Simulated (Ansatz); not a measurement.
# Notes on AlInC4

```xyz
12
Lattice="0.0000 3.8838 0.0000 6.2407 -1.9419 0.0000 2.0211 0.0000 -6.3177" Properties=species:S:1:pos:R:3 pbc="T T T"
In    2.8676    0.0000   -4.8476
In    5.3943    1.9419   -1.4701
Al    2.8600    0.0000   -1.1524
Al    5.4019    1.9419   -5.1654
C     2.7179    0.0000   -2.9946
C     5.5440    1.9419   -3.3231
C     5.0083    0.0000   -5.4332
C     3.2536    1.9419   -0.8845
C     0.9948    0.0000   -0.8466
C     7.2671    1.9419   -5.4711
C     3.3643    1.9419   -5.0542
C     4.8976    0.0000   -1.2635
```

Level: r2SCAN, no spin polarisation; 500 eV; 5×5×3 Γ-centred mesh; fermi-dirac occupations (width 0.1 eV); Ansatz 0.2.0, fixed geometry.

**Stress.** The pressure is 34.3 GPa (compression positive), so with the atoms held at these fractions the cell would first expand; the forces are large, so a full relaxation may end otherwise. The principal stresses 29.8, 33.2, 40.1 GPa differ, so its shape would change too.
**Contacts.** In–C at 1.86 Å: least valence density 1.08 e/Å³ and ELF 0.43 there. Al–C at 1.85 Å is left out, since its least density falls inside a PAW sphere. Both are smooth PAW fields, read partly inside the augmentation spheres.
**Forces.** The largest is on C5 (and as large on other atoms): 5.02 eV/Å, components (-0.24, 0.00, 5.01). It makes 7° with the line to a nearest neighbour, Al3 at 1.85 Å, pointing towards it.
**Electronic structure.** It is a metal, with about 6.8 states/eV a cell as the mean within 0.25 eV of the Fermi level, mostly C p (90 %).

Origin: a known structure type with other elements, at an estimated volume, so it need not be a known compound. Caveats: the k mesh is coarse if the cell is a metal; atoms or cell far from equilibrium.
